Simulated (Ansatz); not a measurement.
AlP:
```cif
data_Al3P3
_chemical_formula_sum 'Al3 P3'
_space_group_name_H-M_alt 'P 1'
_space_group_IT_number 1
_cell_length_a 3.82111
_cell_length_b 3.82111
_cell_length_c 8.63307
_cell_angle_alpha 90.000
_cell_angle_beta 90.000
_cell_angle_gamma 120.000
loop_
_space_group_symop_operation_xyz
  'x, y, z'
loop_
_atom_site_label
_atom_site_type_symbol
_atom_site_fract_x
_atom_site_fract_y
_atom_site_fract_z
_atom_site_occupancy
Al1 Al 0.00000 0.49982 0.66667 1
Al2 Al 0.50018 0.50018 0.00000 1
Al3 Al 0.49982 0.00000 0.33333 1
P1 P 0.00000 0.49988 0.16667 1
P2 P 0.50012 0.50012 0.50000 1
P3 P 0.49988 0.00000 0.83333 1
```

Relaxed with PBEsol.

### Question
Give the optical modes at the zone centre with their infrared activity from DFPT, DFT-PBEsol in the program Ansatz with PAW potentials.

### Answer
Transverse frequencies, without the LO–TO term; a row sums one degenerate level.

| ω (cm⁻¹) | degeneracy | IR ((D/Å)²/amu) | activity |
|---|---|---|---|
| 105 | 1 | 0.00 | IR-inactive |
| 108 | 2 | 6.32 | IR |
| 110 | 1 | 0.00 | IR-inactive |
| 262 | 1 | 0.00 | IR-inactive |
| 282 | 2 | 0.00 | IR-inactive |
| 344 | 2 | 0.08 | IR |
| 406 | 1 | 33.58 | IR |
| 413 | 2 | 66.86 | IR |
| 437 | 2 | 0.00 | IR-inactive |
| 468 | 1 | 0.00 | IR-inactive |

### Question
How high does the top mode go among those that the LO–TO term moves?

### Answer
473 cm⁻¹ for q along x, 473 cm⁻¹ for q along y, 460 cm⁻¹ for q along z.

Space group P6_422. The start of the workflow was typed in or built on a structure type; neither database checked (COD, Materials Project) lists it. It is not the phase usual at ambient conditions (space group No. 216). Symmetry was held in the PBEsol relaxation; of distortions, only those at the zone centre were tested.

Potentials: the later of the program's two PAW sets.
